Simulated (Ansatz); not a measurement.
MgS2:
```cif
data_Mg2S4
_chemical_formula_sum 'Mg2 S4'
_space_group_name_H-M_alt 'C2/m'
_space_group_IT_number 12
_space_group_name_Hall '-C 2y'
_cell_length_a 6.51433
_cell_length_b 4.11061
_cell_length_c 5.01294
_cell_angle_alpha 90.000
_cell_angle_beta 115.988
_cell_angle_gamma 90.000
loop_
_atom_site_label
_atom_site_type_symbol
_atom_site_symmetry_multiplicity
_atom_site_Wyckoff_symbol
_atom_site_fract_x
_atom_site_fract_y
_atom_site_fract_z
_atom_site_occupancy
Mg1 Mg 2 d 0.00000 0.50000 0.50000 1
S1 S 4 i 0.05787 0.00000 0.23093 1
```
(The calculation used a cell of 3 atoms; values per cell refer to that cell.)

Relaxed with PBEsol.

**Question.** Which orbitals make up the states near the band edges in plane-wave PAW PBEsol (Ansatz code)?

**Answer.** Top 1 eV of the valence band: S 3p 95 %. Bottom 1 eV of the conduction band: S 3p 75 %, S 3s 14 %, outside the projected shells 9 %. Projections are on Löwdin-orthogonalised atomic valence shells; empty p or d shells of many metals are not among them.

**Question.** Tabulate the density of states.

**Answer.** States/eV per cell of 3 atoms, in 0.25 eV bins, energy from the valence-band maximum.

| E (eV) | total | S 3p | Mg 3s | S 3s |
|---|---|---|---|---|
| -7.85 | 0.00 | 0.00 | 0.00 | 0.00 |
| -7.60 | 0.00 | 0.00 | 0.00 | 0.00 |
| -7.35 | 0.00 | 0.00 | 0.00 | 0.00 |
| -7.10 | 0.00 | 0.00 | 0.00 | 0.00 |
| -6.85 | 0.00 | 0.00 | 0.00 | 0.00 |
| -6.60 | 0.28 | 0.24 | 0.04 | 0.00 |
| -6.35 | 0.71 | 0.61 | 0.08 | 0.02 |
| -6.10 | 1.13 | 0.98 | 0.10 | 0.04 |
| -5.85 | 1.32 | 1.15 | 0.09 | 0.07 |
| -5.60 | 1.12 | 0.96 | 0.07 | 0.07 |
| -5.35 | 1.32 | 1.13 | 0.09 | 0.08 |
| -5.10 | 1.41 | 1.20 | 0.11 | 0.09 |
| -4.85 | 1.45 | 1.24 | 0.11 | 0.09 |
| -4.60 | 1.64 | 1.41 | 0.12 | 0.09 |
| -4.35 | 1.82 | 1.61 | 0.09 | 0.10 |
| -4.10 | 1.93 | 1.74 | 0.06 | 0.09 |
| -3.85 | 2.05 | 1.89 | 0.04 | 0.07 |
| -3.60 | 2.12 | 1.99 | 0.03 | 0.05 |
| -3.35 | 2.02 | 1.95 | 0.02 | 0.02 |
| -3.10 | 1.91 | 1.85 | 0.02 | 0.01 |
| -2.85 | 1.93 | 1.80 | 0.05 | 0.04 |
| -2.60 | 1.87 | 1.68 | 0.09 | 0.06 |
| -2.35 | 1.52 | 1.34 | 0.08 | 0.05 |
| -2.10 | 1.33 | 1.17 | 0.07 | 0.04 |
| -1.85 | 1.46 | 1.32 | 0.05 | 0.04 |
| -1.60 | 1.40 | 1.28 | 0.03 | 0.03 |
| -1.35 | 1.86 | 1.73 | 0.02 | 0.03 |
| -1.10 | 1.88 | 1.77 | 0.01 | 0.02 |
| -0.85 | 1.71 | 1.63 | 0.01 | 0.02 |
| -0.60 | 1.51 | 1.45 | 0.00 | 0.01 |
| -0.35 | 0.99 | 0.95 | 0.00 | 0.01 |
| -0.10 | 0.29 | 0.28 | 0.00 | 0.00 |
| 0.15 | 0.00 | 0.00 | 0.00 | 0.00 |
| 0.40 | 0.00 | 0.00 | 0.00 | 0.00 |
| 0.65 | 0.00 | 0.00 | 0.00 | 0.00 |
| 0.90 | 0.01 | 0.01 | 0.00 | 0.00 |
| 1.15 | 0.13 | 0.09 | 0.01 | 0.03 |
| 1.40 | 0.54 | 0.40 | 0.01 | 0.09 |
| 1.65 | 1.15 | 0.87 | 0.02 | 0.15 |
| 1.90 | 0.89 | 0.66 | 0.02 | 0.10 |
| 2.15 | 0.98 | 0.70 | 0.04 | 0.10 |
| 2.40 | 1.13 | 0.77 | 0.07 | 0.10 |
| 2.65 | 1.31 | 0.88 | 0.08 | 0.11 |
| 2.90 | 1.29 | 0.82 | 0.08 | 0.09 |
| 3.15 | 0.86 | 0.50 | 0.07 | 0.04 |
| 3.40 | 0.50 | 0.14 | 0.11 | 0.02 |
| 3.65 | 0.93 | 0.19 | 0.25 | 0.03 |
| 3.90 | 1.29 | 0.24 | 0.35 | 0.04 |
| 4.15 | 1.53 | 0.29 | 0.45 | 0.05 |
| 4.40 | 1.47 | 0.27 | 0.48 | 0.04 |
| 4.65 | 1.17 | 0.20 | 0.41 | 0.03 |
| 4.90 | 1.40 | 0.19 | 0.40 | 0.03 |
| 5.15 | 1.31 | 0.13 | 0.30 | 0.03 |
| 5.40 | 1.32 | 0.09 | 0.18 | 0.02 |
| 5.65 | 1.49 | 0.07 | 0.12 | 0.01 |

The workflow started from a Materials Project entry (that database holds measured and hypothetical structures alike); the Crystallography Open Database copy checked does not list it. Whether it is the stable phase at ambient conditions was not checked. Symmetry was held in the PBEsol relaxation; its stability against distortions is not shown here.

Potentials: the later of the program's two PAW sets.
